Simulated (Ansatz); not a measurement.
The cell is AgScTe2, ordered on the rocksalt lattice (R-3m) with 4 atoms a cell; cell and atoms were relaxed with r2SCAN. It is trigonal, R-3m (No. 166); conventional cell a = 4.212 Å, c = 21.017 Å, 26.91 Å³ an atom. Ag is surrounded by 6 Te at 3.04 Å; Sc is surrounded by 6 Te at 2.95 Å; Te is surrounded by 3 Sc at 2.95 Å and 3 Ag at 3.04 Å.

```cif
data_structure
_symmetry_space_group_name_H-M 'R-3m:H'
_symmetry_Int_Tables_number 166
_cell_length_a 4.2120
_cell_length_b 4.2120
_cell_length_c 21.0169
_cell_angle_alpha 90.000
_cell_angle_beta 90.000
_cell_angle_gamma 120.000
_cell_volume 322.91
loop_
_atom_site_label
_atom_site_type_symbol
_atom_site_symmetry_multiplicity
_atom_site_Wyckoff_symbol
_atom_site_fract_x
_atom_site_fract_y
_atom_site_fract_z
_atom_site_occupancy
Ag1 Ag 3 a 0.00000 0.00000 0.00000 1
Sc1 Sc 3 b 0.66667 0.33333 0.83333 1
Te1 Te 6 c 0.33333 0.66667 0.91321 1
```

The questions ask for values computed with the plane-wave code Ansatz on this geometry. Simulation only: non-magnetic, and no claim that this is the phase found in nature.

(1) Is there a gap with PBE, and of what kind?

(2) What does LDA give for the gap (8×8×8 mesh)?

(3) How does the gap change from PBE to PBE+SOC (8×8×8)?

(4) How does the gap change from PBE to r2SCAN (8×8×8)?

(5) What do these levels agree on?

## Answers

(1) With PBE the valence top lies at T and the conduction bottom at F, 0.30 eV higher; the smallest vertical gap, at T, is 0.85 eV.

(2) With LDA the valence top lies at T and the conduction bottom at F, 0.20 eV higher; the smallest vertical gap, at T, is 0.76 eV. The gap differs by -0.10 eV from PBE's.

(3) With PBE+SOC the valence top lies at T and the conduction bottom at F, 0.04 eV higher; the smallest vertical gap, at T, is 0.58 eV. (With 0.02 eV of smearing so small a gap leaves both edges partly filled, and it could close between the points sampled.) The gap differs by -0.26 eV from PBE's.

(4) r2SCAN gives an indirect gap of 0.62 eV, from T to F; the least direct gap is 1.15 eV at T. The gap differs by +0.32 eV from PBE's.

(5) Spin-orbit coupling moves the least or the direct gap by up to 0.26 eV, so it has to be included where a tenth of an eV counts. Among these functionals the gap stays indirect.

Only the levels marked +SOC include spin-orbit coupling.

Small gaps with spin-orbit coupling can be splittings of inverted bands, not the fundamental gap; semilocal functionals often invert bands that the real crystal keeps in order.
